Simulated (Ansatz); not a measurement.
# Rb2PdO2 in Ansatz, settings compared

Input:

```yaml
crystal:
  lattice:
    - [0.0, 4.276269, 0.0]
    - [4.276269, 0.0, 0.0]
    - [2.138135, 2.138135, -6.74698]
  atoms:
    - { symbol: Rb, position: [0.3451, 0.3451, 0.3098] }
    - { symbol: Rb, position: [0.6549, 0.6549, 0.6902] }
    - { symbol: O, position: [0.1273, 0.1273, 0.7454] }
    - { symbol: O, position: [0.8727, 0.8727, 0.2546] }
    - { symbol: Pd, position: [0.0, 0.0, 0.0] }
  symmetry: { tolerance: 0.0003 }
kpoints:
  mp_grid: { grid: [5, 5, 5], shift: [0, 0, 0] }
magnetization:
  spin_polarized: false
scf:
  occupations: { method: fermi_dirac }
hamiltonian:
  pseudopotentials: { kind: paw }
  xc: pbe
basis:
  ecutwfc: 420
output:
  forces: true
  stress: true
  eigenvalues: true
relax:
  max_steps: 40
  cell: {}
```

Run with:

```bash
ansatz run input.yaml --threads 1 --pin off --max-ram 2560MiB --backend cpu --events-out ev --progress --plain --runs-dir out
```

Origin of the cell: a known structure type with other elements, at an estimated volume, so it need not be a known compound.

The smearing width isn't typed, so it takes its default of 0.1 eV.

Output of this run (shortened):

```
Pseudopotentials: kind: paw
Pseudopotential: Rb, paw, valence charge 9, recommended cutoff 420 eV (normal), Rb.paw.azcp
Pseudopotential: O, paw, valence charge 6, recommended cutoff 420 eV (normal), O.paw.azcp
Pseudopotential: Pd, paw, valence charge 18, recommended cutoff 420 eV (normal), Pd.paw.azcp
Functional definition: PBE
  exchange = pbe_x(kappa = kappa, mu = beta*pi^2/3)
  correlation = pbe_c(beta = beta)
Crystal: 5 atoms, lattice volume = 123.378 Å³
Basis set: ecut = 420 eV, 2399 PW (Γ), exchange–correlation on 60×60×100 points (8 copies of the dense FFT grid, shifted against one another)
Bands: 29, of which v1, the nominal top of the filled ones, is band 24 counted from 1 (23 counted from 0)
Symmetry: 16 space group operations
Space group: I4/mmm (ITA 139), of the structure as read, at distance tolerance 1.5e-3 Å
[… 7 lines left out …]
Initial density: superposition of atomic densities (neutral atoms: chi_scale 0, normalization atom), corrected by the library's trained network
Functional: x = pbe(κ = 0.804, μ = 0.219515), c = pbe(β = 0.066725)
SCF iter   1: F=—  HF=-14640.953460 eV  Δρ=8.40e-3  dr2=9.39e-2
SCF iter   2: F=—  HF=-14640.946534 eV  Δρ=6.66e-3  dr2=6.68e-2
SCF iter   3: F=—  HF=-14640.943485 eV  Δρ=5.30e-3  dr2=4.74e-2
SCF iter   4: F=—  HF=-14640.944238 eV  Δρ=5.01e-3  dr2=3.53e-2
SCF iter   5: F=—  HF=-14640.938642 eV  Δρ=1.62e-3  dr2=4.41e-3
SCF iter   6: F=—  HF=-14640.938071 eV  Δρ=4.32e-4  dr2=2.97e-4
SCF iter   7: F=—  HF=-14640.938073 eV  Δρ=1.38e-4  dr2=3.81e-5
SCF iter   8: F=—  HF=-14640.938102 eV  Δρ=3.61e-5  dr2=2.06e-6
SCF iter   9: F=-14640.938102 eV  HF=-14640.938102 eV  Δρ=7.57e-6  dr2=5.54e-8
relax step   1: F+E_penalty+E_count = -14640.938102 eV  Δ(F+E_penalty+E_count) = +0.000e0 eV  max|allowed force component| = 5.533e0 eV/Å  Δτ_max = 0.0000 Å  P = +7.755 GPa  Ω = 123.378 Å³  ( […]
relax step   2: F+E_penalty+E_count = -14641.537887 eV  Δ(F+E_penalty+E_count) = -5.998e-1 eV  max|allowed force component| = 1.496e0 eV/Å  Δτ_max = 0.1949 Å  P = +2.702 GPa  Ω = 123.079 Å³ […]
relax step   3: F+E_penalty+E_count = -14641.654524 eV  Δ(F+E_penalty+E_count) = -1.166e-1 eV  max|allowed force component| = 4.305e-1 eV/Å  Δτ_max = 0.1358 Å  P = +1.046 GPa  Ω = 122.979 Å³ […]
relax step   4: F+E_penalty+E_count = -14641.665694 eV  Δ(F+E_penalty+E_count) = -1.117e-2 eV  max|allowed force component| = 6.604e-2 eV/Å  Δτ_max = 0.0024 Å  P = -0.161 GPa  Ω = 124.853 Å³ […]
relax step   5: F+E_penalty+E_count = -14641.667067 eV  Δ(F+E_penalty+E_count) = -1.372e-3 eV  max|allowed force component| = 2.520e-2 eV/Å  Δτ_max = 0.0048 Å  P = -0.070 GPa  Ω = 124.518 Å³ […]
relax step   6: F+E_penalty+E_count = -14641.668297 eV  Δ(F+E_penalty+E_count) = -1.230e-3 eV  max|allowed force component| = 3.903e-3 eV/Å  Δτ_max = 0.0071 Å  P = +0.019 GPa  Ω = 123.992 Å³ […]
relax step   7: F+E_penalty+E_count = -14641.669738 eV  Δ(F+E_penalty+E_count) = -1.441e-3 eV  max|allowed force component| = 4.395e-3 eV/Å  Δτ_max = 0.0000 Å  P = +0.041 GPa  Ω = 123.992 Å³  stress off target by 1.22e-1 GPa […]
relax step   8: F+E_penalty+E_count = -14641.669780 eV  Δ(F+E_penalty+E_count) = -4.205e-5 eV  max|allowed force component| = 1.765e-3 eV/Å  Δτ_max = 0.0031 Å  P = +0.012 GPa  Ω = 124.007 Å³ […]
relax step   9: F+E_penalty+E_count = -14641.669729 eV  Δ(F+E_penalty+E_count) = +5.057e-5 eV  max|allowed force component| = 1.816e-3 eV/Å  Δτ_max = 0.0000 Å  P = +0.011 GPa  Ω = 124.007 Å³  stress off target by 2.82e-2 GPa […]
SCF 9 converged in 9 iterations: F = -14641.669729 eV  dr2 = 1.18e-12
basis re-selected at this cell: Δ(F+E_penalty+E_count) = +5.057e-5 eV, ΔP = -0.000 GPa vs the last step (what re-selecting the basis moved, of the pressure what is left beyond the Pulay corre […]
SCF converged after 9 iterations
Free energy (F): -14641.669729 eV
Harris-Foulkes:  -14641.669729 eV  (|F-HF|=9.09e-12)
Internal energy: -14641.393757 eV  (E = F + TS)
E sigma→0 (E₀):  -14641.531743 eV
Entropy (-TS):   -0.275972 eV (-55.194 meV/atom)
Fermi energy:    5.373315 eV
--- Per-component energies (eV) ---
  E_band       = -555.594135
  E_kinetic    = 1242.613319
  E_local      = -5414.614272  (includes V_loc(G=0)·N_el)
  E_nonlocal   = 658.672511
  E_hartree    = 2050.292403
  E_xc         = -576.104986
  E_vxc        = -671.648391  (∫ρ·V_xc dr)
  E_paw        = -9299.575361  (= ΣΔE_a)
  E_vpaw       = -471.207054  (= ΣTr[D̂ρ^β])
  E_aug_tail   = 0.004911  (compensation charges beyond the density's cutoff)
  E_ewald      = -3302.682282
  E_smearing   = -0.275972  (= −TS)
  Σ components = -14641.669729   (vs F -14641.669729, Δ=0.00e0)
--- Forces (eV/Å), atoms counted from 1 ---
  atom   1  Rb     0.000000     0.000000    -0.001223
  atom   2  Rb    -0.000000    -0.000000     0.001223
  atom   3  O     -0.000000    -0.000000     0.001816
  atom   4  O      0.000000     0.000000    -0.001816
  atom   5  Pd     0.000000     0.000000     0.000000
  max |Σ_I F_I| component: 0.00e0 eV/Å
--- Stress (GPa, compression-positive) ---
        0.003066      -0.000000      -0.000000
       -0.000000       0.003066      -0.000000
       -0.000000      -0.000000       0.028207
  P = ⅓ Tr σ = 0.0114 GPa (0.114 kbar)
--- Relaxed structure (7 steps of the walk, 7 accepted, 2 SCFs on fresh bases) ---
  F+E_penalty+E_count = -14641.669729 eV   max|allowed force component| = 1.816e-3 eV/Å   (the final SCF, on the basis selected at the relaxed cell)
  cell:  # Å, volume = 124.0074 Å³
    - [-2.920e-15, 4.251199, 1.575e-7]
    - [4.251199, -2.920e-15, 1.575e-7]
    - [2.125600, 2.125600, -6.861590]
  atoms:
    - { symbol: Rb, position: [0.349218, 0.349218, 0.301565] }
    - { symbol: Rb, position: [0.650782, 0.650782, 0.698435] }
    - { symbol: O, position: [0.136274, 0.136274, 0.727451] }
    - { symbol: O, position: [0.863726, 0.863726, 0.272549] }
    - { symbol: Pd, position: [3.920e-19, 3.920e-19, -7.841e-19] }
```

The same input was run again with these changes:

1. `basis.ecutrho_ratio` default → 12
2. `kpoints.mp_grid.grid` [5, 5, 5] → [8, 8, 8]; `basis.ecutwfc` 420 → "600 eV"
3. `hamiltonian.hubbard` default → { sites: [{ species: Pd, l: d, u_eff: 1.0 }], double_counting: fll }; `relax.f_tol` default → 0.005; `relax.max_displacement` default → 0.1
4. `scf.convergence.dr2_threshold` default → 1.0e-05

```
 run        end  SCF iterations  volume (Å³/atom)  max force component (eV/Å)  moment (μB)  ΔE(σ→0) (meV/atom)
base  converged              75             24.80                       0.002            –                   0
   1  converged              70             24.80                       0.002            –                0.00
   2  converged              57             24.79                       0.004            –               -3.86
   3  converged              82             24.77                       0.004            –                   –
   4  converged              52             24.80                       0.002            –                0.00
```

Energies are compared only where functional, datasets, charge and starting cell are the same.

Caveats of the base run: no spin, though holes on the anions or broken bonds may carry moments; the given cell is far from equilibrium, with atoms too close or a volume far off; the k mesh is coarse if the cell is a metal; the relaxation held the start's symmetry, so the end may be a saddle point.

Run 4: the SCF threshold is loose for forces; the printed levels are not confirmed.

The base run took 33 s of wall time on 1 CPU thread(s) of a shared host, from the program's own first density.
